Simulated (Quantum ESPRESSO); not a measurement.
Inputs of pw.x and gipaw.x (a modified build of Quantum ESPRESSO, PBE) for KI; the starting potential comes from an earlier run on another mesh:

```
&CONTROL
  calculation = 'scf'
  prefix = 'x'
  pseudo_dir = './pseudo'
  outdir = './out'
  tprnfor = .true.
/
&SYSTEM
  ibrav = 0
  nat = 2
  ntyp = 2
  ecutwfc = 40
  ecutrho = 160
  occupations = 'fixed'
  nbnd = 8
/
&ELECTRONS
  conv_thr = 1e-11
  startingpot = 'file'
/
ATOMIC_SPECIES
K 39.098 K.GGA_PBE-JTH.UPF
I 126.904 I.GGA_PBE-JTH.UPF
CELL_PARAMETERS angstrom
    0.000000000000     3.542435000000     3.542435000000
    3.542435000000     0.000000000000     3.542435000000
    3.542435000000     3.542435000000     0.000000000000
ATOMIC_POSITIONS crystal
K      0.000000000000     0.000000000000     0.000000000000
I      0.500000000000     0.500000000000     0.500000000000
K_POINTS automatic
5 5 5 1 1 1
```

```
&INPUTGIPAW
  job = 'nmr'
  prefix = 'x'
  tmp_dir = './out/'
  restart_mode = 'from_scratch'
  pawproj(1) = .true.
  pawproj(2) = .true.
  use_nmr_macroscopic_shape = .false.
/
```

The geometry is a computed Materials Project entry, not a measured one. It is KI in Fm-3m. Stability against distortions was not tested.

**Question.** What does gipaw.x print for the total shieldings?

**Answer.** 
```
     f-sum rule (should be   -16.3627):
           -16.3632         -0.0000         -0.0000
            -0.0000        -16.3632         -0.0000
             0.0000         -0.0000        -16.3632

     Total NMR chemical shifts in ppm: ---------------------------------------
     (adopting the Simpson convention for anisotropy and asymmetry)-----------

     Atom  1  K   pos: (  0.000000  0.000000  0.000000)  Total sigma:        1142.76
          1142.7627         -0.0000         -0.0000
            -0.0000       1142.7627         -0.0000
            -0.0000         -0.0000       1142.7627

     K       1    anisotropy:      0.00    eta:    0.0000
     K       1    sigma_11=   1142.76
     K       1    sigma_22=   1142.76
     K       1    sigma_33=   1142.76

     Atom  2  I   pos: (  0.707107  0.707107  0.707107)  Total sigma:        4867.04
          4867.0389          0.0000          0.0000
             0.0000       4867.0389          0.0000
             0.0000          0.0000       4867.0389

     I       2    anisotropy:     -0.00    eta:    0.0000
     I       2    sigma_11=   4867.04
     I       2    sigma_22=   4867.04
     I       2    sigma_33=   4867.04
```
The printed anisotropy is 3/2 (σ_33 − σ_iso) in the program's own order; the axes are left out here. All sites are cubic, so the anisotropy vanishes by symmetry. Shieldings are absolute and leave out the bulk-susceptibility term; a larger σ means a smaller chemical shift. By our sweeps, such settings leave a few ppm in absolute σ on light atoms and up to some 20 ppm from Zn on. Spin–orbit coupling is left out; its weight grows with the heaviest atom, I here. No d partial waves on I: the paramagnetic term there is incompletely reconstructed.
